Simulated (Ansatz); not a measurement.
The relaxed structure here is a generated cell of CsVBr3: the first start was made by placing the elements on the sites of a structure type, and the end was not matched to a known phase here, so it may be hypothetical.

One stationary structure of CsVBr₃. Method: r2SCAN (plane waves to 500 eV, PAW, scalar-relativistic; Ansatz, a program for electronic structure).

```xyz
10
Lattice="3.5581 2.0543 8.0683 -3.5581 2.0543 8.0683 0.0000 -4.1085 8.0683" Properties=species:S:1:pos:R:3 pbc="T T T"
V      0.0000     0.0000     8.0792
V      0.0000     0.0000    16.1255
Br    -0.8653    -2.0590    14.6479
Br     2.2158     0.2801    14.6479
Br    -1.3505     1.7789    14.6479
Br     0.8653     2.0590     9.5569
Br    -2.2158    -0.2801     9.5569
Br     1.3505    -1.7789     9.5569
Cs     0.0000     0.0000     3.6848
Cs     0.0000     0.0000    20.5200
```

Problem. Determine the symmetry and give the standard cell with its independent sites.

Solution. Space group R-3, hexagonal axes (No. 148); a = b = 7.1162 Å, c = 24.2048 Å, α = β = 90.00°, γ = 120.00°

```json
[
 {"atom": "V", "site": "6c", "symmetry": "3.", "x": "0.0000", "y": "0.0000", "z": "0.3338"},
 {"atom": "Br", "site": "18f", "symmetry": "1", "x": "0.3788", "y": "0.0008", "z": "0.0615"},
 {"atom": "Cs", "site": "6c", "symmetry": "3.", "x": "0.0000", "y": "0.0000", "z": "0.1522"}
]
```

Problem. Give the shortest distances between elements (the closest pairs, up to four, under 3.6 Å).

Solution. Br–V 2.68 Å; Br–Br 3.44 Å; Br–Cs 3.47 Å.

The volume per atom is 35.38 Å³. The band gap is 2.27 eV, direct within 0.03 eV (at k = (0.1667, -0.3333, 0.3333)) (no spin-orbit coupling) and the magnetic moment is net 0.60 μB/atom, ferromagnetic.

Spin state reached: ferromagnetic (net 0.60 μB/atom), from parallel starting moments; other spin orders were not run from this start. No Hubbard U is applied.

The run could not lose the symmetry of its start: the end is stationary, and may be a saddle point rather than a minimum.
